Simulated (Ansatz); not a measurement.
Given:

GeF2:
```yaml
crystal:
  lattice:
    - [4.49831, 0.00000, 0.00000]
    - [0.00000, 5.15235, 0.00000]
    - [0.00000, 0.00000, 8.09881]
  atoms:
    - { symbol: Ge, position: [0.25661, 0.99964, 0.62991] }
    - { symbol: Ge, position: [0.24339, 0.00036, 0.12991] }
    - { symbol: Ge, position: [0.75661, 0.50036, 0.37009] }
    - { symbol: Ge, position: [0.74339, 0.49964, 0.87009] }
    - { symbol: F, position: [0.43723, 0.76782, 0.78369] }
    - { symbol: F, position: [0.06277, 0.23218, 0.28369] }
    - { symbol: F, position: [0.93723, 0.73218, 0.21631] }
    - { symbol: F, position: [0.56277, 0.26782, 0.71631] }
    - { symbol: F, position: [0.96485, 0.08063, 0.97493] }
    - { symbol: F, position: [0.53515, 0.91937, 0.47493] }
    - { symbol: F, position: [0.46485, 0.41937, 0.02507] }
    - { symbol: F, position: [0.03515, 0.58063, 0.52507] }
```

This is the r²SCAN+D4-relaxed structure. Cartesian axes are those of the cell as given.

Problem. All from r²SCAN+D4 (plane waves, PAW; program Ansatz), unless another level is named. Estimate the electron effective mass.

Solution. 0.73, 1.4, 1.4 mₑ (principal values).

Problem. Predict the conduction-band minimum.

Solution. on the Y–Γ line, 29 % of the way from Y (k = 0.000, 0.354, 0.000) (2 equivalent valleys).

Problem. Give the weight of the conduction-edge state by species (Voronoi cells).

Solution. Ge 57 %, F 43 %.

Problem. Predict the valence-band maximum.

Solution. at Γ.

Space group P2_12_12_1. The workflow started from a Materials Project entry (that database holds measured and hypothetical structures alike); the Crystallography Open Database files this formula in space group No. 19, but the cells were not matched. Its standing as an ambient phase is unchecked. The r²SCAN+D4 relaxation kept the symmetry of its start; its stability against distortions is not shown here. Spin–orbit coupling is left out wherever it is not named.

Potentials: the later of the program's two PAW sets.

Edges and masses are those of Kohn–Sham bands, whose gap is no quasiparticle gap.
